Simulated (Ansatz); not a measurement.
PbS (zinc blende, F-43m) under volume change, PBE in the plane-wave PAW code Ansatz, scaled uniformly.

```json
[
 {"V (Å³/atom)": "33.414", "E − E(relaxed) (meV/atom)": "38.4", "P (GPa)": "4.04"},
 {"V (Å³/atom)": "34.516", "E − E(relaxed) (meV/atom)": "16.2", "P (GPa)": "2.48"},
 {"V (Å³/atom)": "35.617", "E − E(relaxed) (meV/atom)": "3.8", "P (GPa)": "1.14"},
 {"V (Å³/atom)": "36.719", "E − E(relaxed) (meV/atom)": "0.0", "P (GPa)": "0.00"},
 {"V (Å³/atom)": "37.820", "E − E(relaxed) (meV/atom)": "3.4", "P (GPa)": "-0.98"},
 {"V (Å³/atom)": "38.922", "E − E(relaxed) (meV/atom)": "13.1", "P (GPa)": "-1.82"},
 {"V (Å³/atom)": "40.023", "E − E(relaxed) (meV/atom)": "28.1", "P (GPa)": "-2.53"}
]
```

Task: What does a third-order Birch–Murnaghan fit give for V₀, B₀ and B′?

Result: V₀ = 36.72 Å³/atom, B₀ = 35.2 GPa, B′ = 4.2.

The cell is a constructed one: a structure type filled with these elements; neither database checked (COD, Materials Project) lists it. It is not the phase usual at ambient conditions (space group No. 225). The cell was relaxed with PBE under the symmetry of its start; its stability against distortions is not shown here. Spin–orbit coupling is left out wherever it is not named.

Potentials: the later of the program's two PAW sets.
